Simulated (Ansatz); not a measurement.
Relaxed Al (fcc, Cu type):

```xyz
2
Lattice="0.0000 3.9907 3.9907 1.9954 0.0000 1.9954 1.9954 1.9954 0.0000" Properties=species:S:1:pos:R:3 pbc="T T T"
Al     0.0000     0.0000     0.0000
Al     1.9954     1.9954     3.9907
```

The atoms are displaced by Q × the pattern below (from a DFPT mode at L = (0.5, 0.0, 0.0), largest move 1; Q in Å), at fixed cell. It is one choice among 2 degenerate patterns. (q is in reciprocal vectors of the primitive cell; the cell shown is doubled to hold the pattern.)

```
atom       x       y       z
----  ------  ------  ------
Al1   -0.285   0.520  -0.805
Al2    0.285  -0.520   0.805
```

These are r2SCAN (plane waves to 500 eV, PAW, scalar-relativistic; Ansatz, a quantum-chemistry and plane-wave program) values and carry that method's errors. k mesh 10×20×20 (Γ-centred), Fermi-Dirac smearing 0.05 eV. Energies are smeared free energies. With partly filled bands, energies and forces of such displacements shift with the k mesh and the smearing. Al was relaxed with its symmetry unable to fall. The PAW data are Ansatz's earlier set. ΔE is measured from the undisplaced structure. The last digit holds for this mesh only.

```tsv
Q (Å)	ΔE (meV/cell)
-0.180	withheld
-0.150	56.6
-0.120	36.6
-0.090	20.7
-0.060	9.3
-0.030	2.3
0.000	0.0
0.030	2.3
0.060	9.3
0.090	20.7
0.120	36.6
0.150	56.6
0.180	withheld
```

Problem. Fit an even polynomial form (powers 2, 4) to the given rows and predict ΔE at Q = -0.180.

Solution. Least squares on the 11 given rows: ΔE = (2585)·Q² + (-3057)·Q⁴, in meV/cell with Q in Å; root-mean-square residual 0.03 meV/cell. At -0.180 the fit gives 80.5 meV/cell; the calculation gives 80.5 meV/cell, the same to the digits shown. The quadratic term alone would give 83.8 meV/cell.

(For displaced atoms, the force is minus the slope of the energy, and its curvature is a force constant, which sets phonon frequencies.)
